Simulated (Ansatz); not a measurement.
Data:

B:
```
CELL_PARAMETERS angstrom
      0.00000     2.02543     2.02543
      2.02543     0.00000     2.02543
      2.02543     2.02543     0.00000
ATOMIC_POSITIONS crystal
  B  0.00000 0.00000 0.00000
  B  0.25000 0.25000 0.25000
```

This is the PBE-relaxed structure.

Q: All from plane-wave PAW PBE (Ansatz code), unless another level is named. Give the electronic character.

A: metallic (no gap).

Q: What about the density of states at the Fermi level?

A: 0.44 states/eV per atom (mean over ±0.08 eV).

Space group Fd-3m (diamond). The start of the workflow was typed in or built on a structure type; neither database checked (COD, Materials Project) lists it. It is not the phase usual at ambient conditions (space group No. 166). The PBE relaxation kept the symmetry of its start; its stability against distortions is not shown here.

Potentials: the earlier of the program's two PAW sets.
